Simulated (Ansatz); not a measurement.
AlRh3N:
```xyz
5
Lattice="4.0351 0.0000 0.0000 0.0000 4.0351 0.0000 0.0000 0.0000 4.0351" Properties=species:S:1:pos:R:3 pbc="T T T"
Al     0.0000     0.0000     0.0000
Rh     0.0000     2.0176     2.0176
Rh     2.0176     0.0000     2.0176
Rh     2.0176     2.0176     0.0000
N      2.0176     2.0176     2.0176
```

Relaxed with PBE.

Problem. Which orbitals make up the states near the Fermi level in PBE (plane waves, PAW; program Ansatz)?

Solution. Within 0.5 eV of the Fermi level: Rh 4d 81 %, N 2p 11 %. Projections are on Löwdin-orthogonalised atomic valence shells; empty p or d shells of many metals are not among them.

Problem. Tabulate the density of states.

Solution. States/eV per cell of 5 atoms, in 0.25 eV bins, energy from the Fermi level.

```csv
E (eV),total,Rh 4d,Al 3p,N 2p
-7.85,2.22,0.57,0.06,0.90
-7.60,1.27,0.44,0.03,0.67
-7.35,1.61,0.55,0.04,0.81
-7.10,2.29,0.80,0.07,1.01
-6.85,3.03,1.16,0.06,1.21
-6.60,5.30,2.12,0.11,1.25
-6.35,3.26,1.20,0.05,1.10
-6.10,1.21,0.42,0.01,0.61
-5.85,0.50,0.17,0.01,0.30
-5.60,0.39,0.15,0.05,0.15
-5.35,0.54,0.25,0.14,0.05
-5.10,0.95,0.53,0.25,0.01
-4.85,2.86,1.93,0.54,0.08
-4.60,4.79,3.45,0.74,0.21
-4.35,9.23,6.98,1.43,0.30
-4.10,6.08,4.93,0.81,0.09
-3.85,3.99,3.30,0.46,0.04
-3.60,3.64,3.11,0.35,0.03
-3.35,4.87,4.38,0.31,0.03
-3.10,3.85,3.53,0.20,0.02
-2.85,5.85,5.38,0.19,0.12
-2.60,7.26,6.37,0.40,0.21
-2.35,4.77,4.07,0.39,0.08
-2.10,6.19,5.56,0.32,0.06
-1.85,4.41,4.19,0.07,0.03
-1.60,7.29,6.95,0.07,0.09
-1.35,6.58,6.30,0.06,0.04
-1.10,3.70,3.38,0.10,0.04
-0.85,2.46,2.21,0.04,0.05
-0.60,2.88,2.64,0.03,0.18
-0.35,3.66,3.37,0.04,0.20
-0.10,4.45,3.81,0.10,0.43
0.15,4.47,3.30,0.26,0.70
0.40,3.36,2.40,0.33,0.42
0.65,2.54,1.71,0.30,0.33
0.90,1.52,0.90,0.20,0.22
1.15,2.31,0.93,0.44,0.28
1.40,2.07,0.84,0.28,0.28
1.65,2.06,0.82,0.30,0.30
1.90,1.52,0.55,0.29,0.21
2.15,1.53,0.53,0.41,0.22
2.40,1.97,0.65,0.69,0.20
2.65,2.75,0.94,0.96,0.27
2.90,2.93,0.96,0.97,0.33
3.15,3.52,1.10,0.95,0.42
3.40,2.20,0.65,0.73,0.29
3.65,1.75,0.47,0.67,0.20
3.90,1.88,0.46,0.69,0.21
4.15,2.36,0.53,0.71,0.29
4.40,1.92,0.40,0.51,0.22
4.65,1.01,0.19,0.32,0.09
```

Space group Pm-3m (anti-perovskite). The start of the workflow was typed in or built on a structure type; neither database checked (COD, Materials Project) lists it. Its standing as an ambient phase is unchecked. The cell was relaxed with PBE under the symmetry of its start; whether a distortion lowers the energy is not shown. The workflow began spin-polarised and lost its moments. The volume moved by 20 % from the start of the relaxation. Scalar-relativistic: spin–orbit coupling is off unless named, which matters more the heavier the elements.

Potentials: the earlier of the program's two PAW sets.
